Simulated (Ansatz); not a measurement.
Given:

SnGe3:
```
CELL_PARAMETERS angstrom
     -2.19702     2.19702     4.25144
      2.19702    -2.19702     4.25144
      2.19702     2.19702    -4.25144
ATOMIC_POSITIONS crystal
  Sn 0.00000 0.00000 0.00000
  Ge 0.75000 0.25000 0.50000
  Ge 0.25000 0.75000 0.50000
  Ge 0.50000 0.50000 0.00000
```

This is the PBEsol-relaxed structure.

All from PBEsol in the plane-wave PAW code Ansatz, unless another level is named. Estimate the electronic character.

metallic (no gap).

What about the density of states at the Fermi level?

0.44 states/eV per atom (mean over ±0.08 eV).

Next, the formation energy from the elements (no fitted shifts)?

241 meV/atom.

Predict the gap with spin–orbit coupling.

none (metallic).

Space group I4/mmm. The workflow started from a Materials Project entry (that database holds measured and hypothetical structures alike); the Crystallography Open Database copy checked does not list it. Its standing as an ambient phase is unchecked. The PBEsol relaxation kept the symmetry of its start; phonons show weakly imaginary modes. Its formation energy is positive at this level, so the cell may be metastable or incomplete. The references are the lowest solids computed at this level, not always the standard phases. Scalar-relativistic: spin–orbit coupling is off unless named, which matters more the heavier the elements.

Potentials: the later of the program's two PAW sets.
